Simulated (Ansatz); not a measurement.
## Structure optimisation: palladium, hcp

Theory: Ansatz 0.2.0, DFT, r2SCAN, plane waves (500 eV) with PAW, scalar-relativistic. (PAW data from PBE, frozen cores regenerated.)

k-point mesh 13×13×7, Fermi-Dirac smearing 0.05 eV, starting moments 0.50, -0.50 μB. Cell and atoms relax.

Starting structure:

```
CELL_PARAMETERS angstrom
2.75050 0.00000 0.00000
-1.37525 2.38200 0.00000
0.00000 0.00000 4.49157
ATOMIC_POSITIONS crystal
Pd 0.33333 0.66667 0.25000
Pd 0.66667 0.33333 0.75000
```

**Question.** The pressure at the start is 3.8 GPa. By how much does the volume change?

**Answer.** From 14.71 to 15.04 Å³ per atom, 2.2 %. The final cell has a = 2.749 Å, c = 4.598 Å (c/a = 1.673).

**Question.** How much energy does the relaxation gain?

**Answer.** 16.1 meV per atom.

**Question.** Which magnetic state does it end in?

**Answer.** ferromagnetic, net 0.39 μB per atom; moments 0.41 ×2 μB.
